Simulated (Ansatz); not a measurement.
Input file for Ansatz (a quantum-chemistry and plane-wave program):

Ansatz 0.2 input:
```yaml
crystal:
  lattice:
    - [3.1802978913, 0.0, 0.0]
    - [-1.5901489456, 2.7542187654, 0.0]
    - [0.0, 0.0, 10.3403494971]
  atoms:
    - { symbol: Zn, position: [0.0, 0.0, 0.0005772693] }
    - { symbol: Zn, position: [0.0, 0.0, 0.5005772693] }
    - { symbol: Zn, position: [0.6666666667, 0.3333333333, 0.7505007598] }
    - { symbol: Zn, position: [0.3333333333, 0.6666666667, 0.2505007598] }
    - { symbol: O, position: [0.0, 0.0, 0.8121602462] }
    - { symbol: O, position: [0.0, 0.0, 0.3121602462] }
    - { symbol: O, position: [0.6666666667, 0.3333333333, 0.5623917247] }
    - { symbol: O, position: [0.3333333333, 0.6666666667, 0.0623917247] }
kpoints:
  mp_grid: { grid: [10, 10, 3] }
hamiltonian:
  xc: lda
  pseudopotentials: { kind: paw }
scf:
  occupations: { method: fixed }
phonons:
  method: dfpt
  response_accuracy: low
  eigenvectors: true
  rigid_motions: translations
  dielectric: true
  raman: true
```

Output (shortened):

```
Pseudopotential: Zn, paw, valence charge 12
Pseudopotential: O, paw, valence charge 6
Functional definition: SPW92
Crystal: 8 atoms, lattice volume = 90.574 Å³
Basis set: ecut = 420 eV, 1787 PW (Γ), exchange–correlation on 48×48×144 points (8 copies of the dense FFT grid, shifted against one another)
Bands: 44, of which v1, the nominal top of the filled ones, is band 36 counted from 1 (35 counted from 0)
Symmetry: 12 space group operations
k-points: 86 of 300 (irreducible under 2 space group operations, time reversal used)
SCF 1 converged in 12 iterations: F = -15207.853227 eV  dr2 = 2.38e-11
── the response to a field inside a basis, on 18×18×6 k-points: an SCF that follows is theirs, and a resumed run solves both again ──
Crystal: 8 atoms, lattice volume = 90.574 Å³
Bands: 37, of which v1, the nominal top of the filled ones, is band 36 counted from 1 (35 counted from 0)
k-points: 270
SCF 1 converged in 9 iterations: F = -15207.753226 eV  dr2 = 1.82e-11
WARN: field response: ε∞ stands inside a basis, on 18×18×6 points …
SCF converged after 12 iterations
Free energy (F): -15207.853227 eV
Harris-Foulkes:  -15207.853227 eV  (|F-HF|=9.09e-12)
Internal energy: -15207.853227 eV  (E = F + TS)
E sigma→0 (E₀):  -15207.853227 eV
Fermi energy:    7.544901 eV
--- Per-component energies (eV) ---
  E_band       = 139.617996
  E_kinetic    = 1224.225550
  E_local      = -7854.531987  (includes V_loc(G=0)·N_el)
  E_nonlocal   = 2688.229764
  E_hartree    = 3215.104817
  E_xc         = -829.400412
  E_vxc        = -583.819742  (∫ρ·V_xc dr)
  E_paw        = -7629.067188  (= ΣΔE_a)
  E_vpaw       = -1764.703954  (= ΣTr[D̂ρ^β])
  E_aug_tail   = 0.008886  (compensation charges beyond the density's cutoff)
  E_ewald      = -6029.038909
  E_core_change = 6.616251  (= ΣΔE_core)
  E_smearing   =  0.000000  (= −TS)
  E_closure    = 0.000000  (closes the sum)
  Σ components = -15207.853227   (vs F -15207.853227, Δ=0.00e0)
--- Band table (eV; the first three rows and the last of 86) ---
  k-point 0: bands = ["-10.6773", "-10.2929", "-10.2602", "-9.8440", "1.2080", "1.2549", "1.4267", "1.4865", "1.4865", "1.5025", "1.5798", "1.5798", "1.6389", "1.6389", "1.7312", "1.7312", "2.8732", "2.8732", "2.8926", "2.8926", "2.9875", "2.9875", "3.0382", …
  k-point 1: bands = ["-10.6254", "-10.4811", "-10.0641", "-9.9039", "1.2265", "1.3346", "1.3389", "1.4509", "1.5025", "1.5025", "1.5437", "1.5437", "1.6743", "1.6743", "1.7152", "1.7152", "2.8794", "2.8794", "2.8894", "2.8894", "2.9987", "2.9987", "3.0243", …
  k-point 2: bands = ["-10.6126", "-10.2435", "-10.2108", "-9.8143", "1.1809", "1.2236", "1.4239", "1.4990", "1.5198", "1.5346", "1.6204", "1.6219", "1.6655", "1.6792", "1.7227", "1.7805", "2.8339", "2.8508", "2.9030", "2.9105", "2.9825", "2.9825", "3.0446", …
  k-point 85: bands = ["-9.8581", "-9.8062", "-9.6663", "-9.6197", "1.2109", "1.2617", "1.4176", "1.4505", "1.7243", "1.7983", "1.9189", "2.0115", "2.0790", "2.1740", "2.2783", "2.3314", "2.8276", "2.8679", "2.9613", "3.0166", "3.0408", "3.0487", "3.2552", …
--- Phonons (Γ-DFPT): 8 representative perturbations + reference, on 86 of 300 k-points (Σ response iterations 28) ---
  ASR residual: 5.470e-4 → 0.000e0 eV/Å²; symmetrization residual: 3.055e-4 eV/Å²
  ASR residual per site (eV/Å²): 1.55e-4 1.55e-4 1.99e-4 1.99e-4 2.57e-4 2.57e-4 5.47e-4 5.47e-4
  Γ frequencies (cm⁻¹): 0.00 0.00 0.00 65.34 65.34 67.87 67.87 87.67 87.67 189.11 190.25 262.80 396.75 405.15 405.15 422.60 422.60 426.86 426.86 442.15 442.15 556.79 557.22 561.19
  ε∞ (high-frequency dielectric tensor):
        5.208960     0.000000     0.000000
        0.000000     5.208960     0.000000
        0.000000     0.000000     5.233091
  ε⁰ (static dielectric tensor: ions relaxed, cell fixed):
        9.737710     0.000000     0.000000
        0.000000     9.737710     0.000000
        0.000000     0.000000    10.081979
  ε⁰ − ε∞ (ionic part):
        4.528750     0.000000     0.000000
        0.000000     4.528750     0.000000
        0.000000     0.000000     4.848887
  softest optical mode at Γ: 65.34 cm⁻¹; the repairs (sum rule, projections) moved no ω² at Γ by more than (11.57 cm⁻¹)²
  Born effective charges Z* (e; rows j = field, columns β = displacement):
    site 0:
         2.08606    0.00000    0.00000
         0.00000    2.08606    0.00000
         0.00000    0.00000    2.15460
    site 1:
         2.08606    0.00000    0.00000
         0.00000    2.08606    0.00000
         0.00000    0.00000    2.15460
    site 2:
         2.10793    0.00000    0.00000
         0.00000    2.10793    0.00000
         0.00000    0.00000    2.09447
    site 3:
         2.10793    0.00000    0.00000
         0.00000    2.10793    0.00000
         0.00000    0.00000    2.09447
    site 4:
        -2.09419    0.00000    0.00000
         0.00000   -2.09419    0.00000
         0.00000    0.00000   -2.14514
    site 5:
        -2.09419    0.00000    0.00000
         0.00000   -2.09419    0.00000
         0.00000    0.00000   -2.14514
    site 6:
        -2.09980    0.00000    0.00000
         0.00000   -2.09980    0.00000
         0.00000    0.00000   -2.10393
    site 7:
        -2.09980    0.00000    0.00000
         0.00000   -2.09980    0.00000
         0.00000    0.00000   -2.10393
  Z* charge neutrality: 2.075e-2 e pre-enforcement
  solved inside a basis spanned on kpoints, on 18×18×6 k-points transformed towards the longest dipole …
  Raman tensors (in the event stream and the table raman_tensors.tsv) …
  optical modes at Γ without the LO–TO term, one row a degenerate level:
      ω (cm⁻¹)  modes    IR ((D/Å)²/amu)  static Raman (Å⁴/amu)  depolarisation
         65.34      2             0.0000                 1.4377           0.750
         67.87      2             0.0000                 2.1501           0.750
         87.67      2             0.0008                 0.0408           0.750
        189.11      1             0.0000                 0.0000               —
        190.25      1             0.0000                 0.0000               —
        262.80      1             0.0050                 0.5992           0.014
        396.75      1            32.3981                 9.2345           0.398
        405.15      2            62.9951                 2.8387           0.750
        422.60      2             0.0000                 0.7663           0.750
        426.86      2             0.0000                13.3165           0.750
        442.15      2             0.1471                 0.0042           0.750
        556.79      1             0.0000                 0.0000               —
        557.22      1             0.0065                 0.0205           0.013
        561.19      1             0.0000                 0.0000               —
  optical modes at Γ + LO–TO along q̂ = [1.0000, 0.0000, 0.0000]:
      ω (cm⁻¹)  modes    IR ((D/Å)²/amu)  static Raman (Å⁴/amu)  depolarisation
         65.34      2             0.0000                 1.4377           0.750
         67.87      2             0.0000                 2.1501           0.750
         87.67      1             0.0004                 0.0204           0.750
         87.67      1             0.0001                 0.0292           0.750
        189.11      1             0.0000                 0.0000               —
        190.25      1             0.0000                 0.0000               —
        262.80      1             0.0050                 0.5992           0.014
        396.75      1            32.3981                 9.2345           0.398
        405.15      1            31.4976                 1.4194           0.750
        422.60      2             0.0000                 0.7663           0.750
        426.86      2             0.0000                13.3165           0.750
        442.04      1             0.0058                 0.0615           0.750
        442.15      1             0.0735                 0.0021           0.750
        554.04      1            31.5656               303.8728           0.750
        556.79      1             0.0000                 0.0000               —
        557.22      1             0.0065                 0.0205           0.013
        561.19      1             0.0000                 0.0000               —
  optical modes at Γ + LO–TO along q̂ = [0.0000, 1.0000, 0.0000]:
      ω (cm⁻¹)  modes    IR ((D/Å)²/amu)  static Raman (Å⁴/amu)  depolarisation
         65.34      2             0.0000                 1.4377           0.750
         67.87      2             0.0000                 2.1501           0.750
         87.67      1             0.0004                 0.0204           0.750
         87.67      1             0.0001                 0.0292           0.750
        189.11      1             0.0000                 0.0000               —
        190.25      1             0.0000                 0.0000               —
        262.80      1             0.0050                 0.5992           0.014
        396.75      1            32.3981                 9.2345           0.398
        405.15      1            31.4976                 1.4194           0.750
        422.60      2             0.0000                 0.7663           0.750
        426.86      2             0.0000                13.3165           0.750
        442.04      1             0.0058                 0.0615           0.750
        442.15      1             0.0735                 0.0021           0.750
        554.04      1            31.5656               303.8728           0.750
        556.79      1             0.0000                 0.0000               —
        557.22      1             0.0065                 0.0205           0.013
        561.19      1             0.0000                 0.0000               —
  optical modes at Γ + LO–TO along q̂ = [0.0000, 0.0000, 1.0000]:
      ω (cm⁻¹)  modes    IR ((D/Å)²/amu)  static Raman (Å⁴/amu)  depolarisation
         65.34      2             0.0000                 1.4377           0.750
         67.87      2             0.0000                 2.1501           0.750
         87.67      2             0.0008                 0.0408           0.750
        189.11      1             0.0000                 0.0000               —
        190.25      1             0.0000                 0.0000               —
        262.82      1             0.0007                 0.5655           0.000
        405.15      2            62.9951                 2.8387           0.750
        422.60      2             0.0000                 0.7663           0.750
        426.86      2             0.0000                13.3165           0.750
        442.15      2             0.1471                 0.0042           0.750
        550.15      1            30.0874               942.7843           0.741
        556.79      1             0.0000                 0.0000               —
        557.74      1             2.3215                72.3619           0.745
        561.19      1             0.0000                 0.0000               —
```

Cost: very roughly 2.1 core-hours on shared cores.

Space group P6_3mc. The cell is a constructed one: a structure type filled with these elements. Its sites differ from those of the usual phase in this space group: another stacking or structure type. Symmetry was held in the LDA relaxation; whether a distortion lowers the energy is not shown.

Potentials: the later of the program's two PAW sets.

Ansatz is a plane-wave DFT program.
